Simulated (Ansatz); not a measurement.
input.yaml (Ansatz)

```yaml
crystal:
  lattice:
    - [0.0, 3.3308303455, 3.3308303455]
    - [3.3308303455, 0.0, 3.3308303455]
    - [3.3308303455, 3.3308303455, 0.0]
  atoms:
    - { symbol: Se, position: [0.125, 0.125, 0.125] }
    - { symbol: Se, position: [0.875, 0.875, 0.875] }
hamiltonian:
  xc: blyp
  pseudopotentials:
    kind: paw
    azcp:
      Se: "pseudopotentials/Se.paw.azcp"
basis:
  ecutwfc: 420
  fft_grid_basis: typed
kpoints:
  mp_grid: { grid: [10, 10, 10], shift: [0, 0, 0] }
magnetization:
  spin_polarized: false
scf:
  occupations: { method: fermi_dirac, width: 0.1 }
  lower_state_search: "off"
output:
  stress: true
  write_density: true
  write_potential: true
  elf: true
  volumetric_format: npy
```

and its output:

```
Engine: ansatz 0.2.0, aarch64-unknown-linux-gnu
Pseudopotentials: kind: paw
Pseudopotential: Se, paw, valence charge 16, recommended cutoff 420 eV (normal) 
Functional definition: BLYP
  parameter beta = 0.0042
  parameter a = 0.04918
  parameter b = 0.132
  parameter c = 0.2533
  parameter d = 0.349
  exchange = b88_x(beta = beta)
  correlation = lyp_c(a = a, b = b, c = c, d = d)
Crystal: 2 atoms, lattice volume = 73.907 Å³
Basis set: ecut = 420 eV, 1459 PW (Γ), exchange–correlation on 64×64×64 points (8 copies of the dense FFT grid, shifted against one another)
Bands: 20, of which v1, the nominal top of the filled ones, is band 16 counted from 1 (15 counted from 0)
Symmetry: 48 space group operations
Space group: Fd-3m (ITA 227), of the structure as read, at distance tolerance 4.2e-5 Å
k-points: 47 of 1000
Non-local potential: Se, projectors of the file, l = 0: 2, l = 1: 2, l = 2: 3, l = 3: 1
PAW form: soft (Blöchl's): semilocal exchange-correlation on the pseudo side does not see the compensation charge
PAW frozen core: Se, regenerated for the run's functional, and the local potential with it (the file was generated under x = pbe(κ = 0.804, μ = 0.2195149727645171), c = pbe(β = 0.06672455060314922))
PAW one-centre angular grid: Se, 590 points (default); XC on 64 Gauss nodes
Initial density: superposition of atomic densities (neutral atoms: chi_scale 0, normalization atom), corrected by the library's trained network
Initial wavefunctions: pseudopotential atomic-orbital guess
Functional: x = b88, c = lyp
SCF iter   1: F=—  HF=-10959.421604 eV  |F-HF|=—  |Δ(HF+E_count)|=         —  Δρ=4.52e-3  dr2=1.29e-2  ethr=1.77e-3  ⟨swp⟩=5.2  Hψ=4145  notcnv=0
SCF iter   2: F=—  HF=-10959.415986 eV  |F-HF|=—  |Δ(HF+E_count)|=   5.62e-3  Δρ=7.80e-4  dr2=2.35e-4  ethr=4.04e-5  ⟨swp⟩=2.0  Hψ=1785  notcnv=0
SCF iter   3: F=—  HF=-10959.416240 eV  |F-HF|=—  |Δ(HF+E_count)|=   2.54e-4  Δρ=2.10e-4  dr2=5.15e-5  ethr=7.34e-7  ⟨swp⟩=2.0  Hψ=1705  notcnv=0
SCF iter   4: F=—  HF=-10959.416162 eV  |F-HF|=—  |Δ(HF+E_count)|=   7.75e-5  Δρ=9.12e-5  dr2=4.42e-6  ethr=1.61e-7  ⟨swp⟩=2.0  Hψ=1707  notcnv=0
SCF iter   5: F=—  HF=-10959.416157 eV  |F-HF|=—  |Δ(HF+E_count)|=   4.92e-6  Δρ=1.10e-5  dr2=5.30e-8  ethr=1.38e-8  ⟨swp⟩=2.0  Hψ=1702  notcnv=0
SCF iter   6: F=-10959.416157 eV  HF=-10959.416157 eV  |F-HF|=7.09e-11  |Δ(HF+E_count)|=   2.91e-8  Δρ=5.59e-7  dr2=2.13e-10  ethr=1.66e-10  ⟨swp⟩=8.6  Hψ=6832  notcnv=0
SCF 1 converged in 6 iterations: F = -10959.416157 eV  dr2 = 2.13e-10
SCF converged after 6 iterations
Free energy (F): -10959.416157 eV
Harris-Foulkes:  -10959.416157 eV  (|F-HF|=7.09e-11)
Internal energy: -10959.356310 eV  (E = F + TS)
E sigma→0 (E₀):  -10959.386234 eV
Entropy (-TS):   -0.059848 eV (-29.924 meV/atom)
Fermi energy:    4.179291 eV
--- Per-component energies (eV) ---
  E_band       = -902.930650
  E_kinetic    = 230.811966
  E_local      = -5739.023844  (includes V_loc(G=0)·N_el)
  E_nonlocal   = -1194.713573
  E_hartree    = 2776.013283
  E_xc         = -202.424256
  E_vxc        = -186.774474  (∫ρ·V_xc dr)
  E_paw        = -3849.692536  (= ΣΔE_a)
  E_vpaw       = 434.744470  (= ΣTr[D̂ρ^β])
  E_aug_tail   = -0.001239  (compensation charges beyond the density's cutoff)
  E_ewald      = -2980.848821
  E_core_change = 0.522710  (= ΣΔE_core)
  E_smearing   = -0.059848  (= −TS)
  E_closure    = 0.000000  (closes the sum)
  Σ components = -10959.416157   (vs F -10959.416157, Δ=0.00e0)
--- Stress (GPa, compression-positive) ---
       -2.152478      -0.000000       0.000000
       -0.000000      -2.152478       0.000000
        0.000000      -0.000000      -2.152478
  P = ⅓ Tr σ = -2.1525 GPa (-21.525 kbar)
--- Band table (eV; the first three rows and the last of 47) ---
  k-point 0: bands = ["-44.0831", "-44.0831", "-44.0831", "-44.0803", "-44.0803", "-44.0741", "-44.0741", "-44.0722", "-44.0722", "-44.0722", "-10.1448", "-6.5163", "1.3803", "1.3803", "1.3803", "3.6514", "3.6514", "3.6514", "8.7643", "12.1774"]
  k-point 1: bands = ["-44.0832", "-44.0832", "-44.0830", "-44.0802", "-44.0802", "-44.0743", "-44.0743", "-44.0723", "-44.0720", "-44.0720", "-10.0942", "-6.6146", "1.3079", "1.3079", "1.3237", "3.7402", "3.7563", "3.7563", "9.0354", "11.9323"]
  k-point 2: bands = ["-44.0835", "-44.0835", "-44.0827", "-44.0798", "-44.0798", "-44.0746", "-44.0746", "-44.0726", "-44.0718", "-44.0718", "-9.9491", "-6.8804", "1.1432", "1.1432", "1.1577", "4.0021", "4.0021", "4.0456", "9.6875", "11.6591"]
  k-point 46: bands = ["-44.0846", "-44.0846", "-44.0786", "-44.0786", "-44.0772", "-44.0772", "-44.0763", "-44.0763", "-44.0706", "-44.0706", "-8.6151", "-8.6151", "0.0488", "0.0488", "2.9888", "2.9888", "5.4798", "5.4798", "10.3785", "10.3785"]
```

Command:

```sh
ansatz run input.yaml --threads 2 --pin off --max-ram 5120MiB --backend cpu --events-out ev --progress --plain --runs-dir out
```

On 2 threads of Arm Neoverse V2 (shared host) this took about 2.1 s of wall time and 4 s of CPU time.
